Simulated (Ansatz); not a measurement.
# Computed energy over volume and axial ratio: CdF2 (fluorite)

CdF₂ (fluorite), conventional cell a = 5.388 Å, b = 5.388 Å, c = 5.388 Å, α = 90.00°, β = 90.00°, γ = 90.00°. The calculation uses the primitive cell of 3 atoms, to which meshes and values per cell refer.

The relaxed cell is deformed in two ways at once: its volume V is scaled, and at that volume it is stretched along z (the c axis of the conventional cell) so that c/a changes. Fractional atomic positions are held.

The numbers are results of r2SCAN (plane waves to 500 eV, PAW, scalar-relativistic; Ansatz, a program for electronic structure), not measurements. k mesh 11×11×11 (Γ-centred), Fermi-Dirac smearing 0.05 eV. The energy includes the smearing's −TS. Stress and pressure are positive under compression. CdF2 was relaxed with its symmetry unable to fall. ΔE is measured from the relaxed starting cell.

ΔE (kJ/mol of atoms), with V/V₀ across and (c/a)/(c/a)₀ down:

```tsv
(c/a)/(c/a)₀ \ V/V₀	0.960	0.973	0.987	1.000	1.013	1.027	1.040
0.920	2.92	2.49	2.24	2.17	2.25	2.48	2.84
0.947	1.69	1.25	1.01	0.93	1.01	1.23	1.59
0.973	0.99	0.56	0.30	0.22	0.30	0.52	0.88
1.000	0.77	0.33	0.08	0.00	0.08	0.30	0.66
1.027	0.98	0.54	0.29	0.21	0.29	0.51	0.87
1.053	1.58	1.15	0.90	0.82	0.90	1.13	1.49
1.080	2.54	2.12	1.88	1.80	1.89	2.12	2.49
```

σzz − σxx (GPa), with V/V₀ across and (c/a)/(c/a)₀ down:

```csv
(c/a)/(c/a)₀ \ V/V₀,0.960,0.973,0.987,1.000,1.013,1.027,1.040
0.920,10.5,10.3,10.2,10.1,10.0,9.9,9.7
0.947,6.7,6.7,6.6,6.5,6.5,6.4,6.3
0.973,3.3,3.2,3.2,3.2,3.1,3.1,3.1
1.000,0.0,0.0,0.0,0.0,0.0,0.0,0.0
1.027,-3.1,-3.1,-3.1,-3.1,-3.0,-3.0,-3.0
1.053,-6.2,-6.1,-6.1,-6.0,-6.0,-5.9,-5.9
1.080,-9.2,-9.1,-9.1,-9.0,-8.9,-8.9,-8.8
```

Key numbers:

- Shear modulus C′ = (C11 − C12)/2 (fit, atoms clamped) = 58 GPa
- Lowest place on the grid = V/V₀ = 1.000, (c/a)/(c/a)₀ = 1.000 (0.0 meV/atom)
- Highest place on the grid = V/V₀ = 0.960, (c/a)/(c/a)₀ = 0.920 (30.3 meV/atom)

(Under strain, the slope of the energy per volume gives the stress and its curvature an elastic modulus.)
